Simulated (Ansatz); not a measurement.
The elements of this relaxed trial crystal are hidden behind letters.

```
lattice vectors (Å)
   3.3985    1.9621    3.6330
  -3.3985    1.9621    3.6330
   0.0000   -3.9243    3.6330
fractional positions
X 0.5000 0.0000 0.5000
X 0.5000 0.5000 0.0000
X 0.0000 0.5000 0.5000
X 0.8718 0.8718 0.8718
X 0.1282 0.1282 0.1282
Z 0.5000 0.5000 0.5000
```

The calculation used DFT PBE, scalar-relativistic, plane waves, PAW (Ansatz). Plane waves to 420 eV, a 6×6×6 mesh through Γ for the 6-atom cell and 0.10 eV Gaussian smearing; no spin polarisation.

| Quantity | Value |
| --- | --- |
| Space group | R-3m (No. 166) |
| Conventional cell | a = 6.797 Å, c = 10.899 Å |
| Volume per atom | 24.23 Å³ |
| Density | 6.74 g/cm³ |
| Formation energy | −0.08 eV/atom |
| Gap on the 6×6×6 mesh of the 6-atom cell | 0 eV (a metal) |

Energies are uncorrected and count from the elements' standard states at the same level.

Problem. X is a p-block element of period 5 and Z is a p-block element of period 2. Which elements are they?

Solution. X = In, Z = O, so the formula is In5O. Density times volume gives a mean mass of 6.74 × 24.23/1.6605 = 98.4 u per atom, and this set has 98.3 u. Among the elements that the hints allow, noble gases aside, only these give it. In on a site of symmetry 2/m has 2 O at 2.67 Å, 2 In at 2.97 Å and 4 In at 3.40 Å; around In on a site of symmetry 3m lie 1 In at 2.79 Å and 3 In at 2.97 Å; around O lie 6 In at 2.67 Å.

Symmetry constrained the relaxation, so the result can be a saddle point.
